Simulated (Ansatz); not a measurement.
BP:
```
BP
1.0
    3.25957     0.00000     0.00000
   -1.62979     2.82287     0.00000
    0.00000     0.00000     6.94049
B P
3 3
Direct
  0.00000   0.50000   0.33333
  0.50000   0.50000   0.66667
  0.50000   0.00000   0.00000
  0.00000   0.50000   0.83333
  0.50000   0.50000   0.16667
  0.50000   0.00000   0.50000
```

Relaxed with PBEsol.

### Question
Decompose the optical modes at the zone centre into irreducible representations, and say which are infrared and Raman allowed.

### Answer
Point group 622: Γ_opt = A2 + 2B1 + 2B2 + 3E1 + 2E2. Infrared: A2, E1. Raman: E1, E2.

### Question
Assign frequencies (DFPT, plane-wave PAW PBEsol (Ansatz code)).

### Answer
B2 267, E1 276, B1 299, E2 425, B1 471, E1 584, E2 704, A2 722, E1 758, B2 774 cm⁻¹.

Subscripts of B labels follow the axes of the standard setting.

Space group P6_422. The start of the workflow was typed in or built on a structure type; neither database checked (COD, Materials Project) lists it. It is not the phase usual at ambient conditions (space group No. 216). Symmetry was held in the PBEsol relaxation; of distortions, only those at the zone centre were tested. As this level gives no gap, phonon frequencies hold no LO–TO term and depend on the k-mesh and smearing (Fermi–Dirac, 0.1 eV here).

Potentials: the later of the program's two PAW sets.
